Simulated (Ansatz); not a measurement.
TaAg:
```xyz
2
Lattice="2.8287 0.0000 0.0000 0.0000 2.8287 0.0000 0.0000 0.0000 4.4036" Properties=species:S:1:pos:R:3 pbc="T T T"
Ag     0.0000     0.0000     0.0000
Ta     1.4143     1.4143     2.2018
```

Relaxed with PBE. Special points in fractions of this cell's reciprocal vectors: Γ (0.000, 0.000, 0.000); X (0.000, 0.500, 0.000); M (0.500, 0.500, 0.000); Z (0.000, 0.000, 0.500); R (0.000, 0.500, 0.500); A (0.500, 0.500, 0.500).

Problem. List the band energies nearest the Fermi level at these points for the program Ansatz at the PBE with spin–orbit coupling level (PAW).

Solution. In eV from the Fermi level; about four levels below and three above (degenerate sets whole), none deeper than 8.9 eV; points with the same levels are listed once.

```
k                    below                above
-  -----------------------  -------------------
Γ  -1.98 -1.98 -1.51 -1.51  0.74 0.74 3.49 3.49
X  -1.34 -1.34 -0.30 -0.30  2.01 2.01 3.66 3.66
M  -3.11 -3.11 -1.69 -1.69  1.10 1.10 1.27 1.27
Z  -2.28 -2.28 -0.33 -0.33  2.62 2.62 2.89 2.89
R  -1.60 -1.60 -0.67 -0.67  0.27 0.27 2.45 2.45
A  -1.84 -1.84 -1.80 -1.80  1.95 1.95 6.12 6.12
```

Space group P4/mmm (L1₀ or tetragonal B2). The start of the workflow was typed in or built on a structure type; neither database checked (COD, Materials Project) lists it. Its standing as an ambient phase is unchecked. The cell was relaxed with PBE under the symmetry of its start; whether a distortion lowers the energy is not shown. The run is not spin-polarised. Its formation energy is positive at this level, so the cell may be metastable or incomplete.

Potentials: the earlier of the program's two PAW sets.
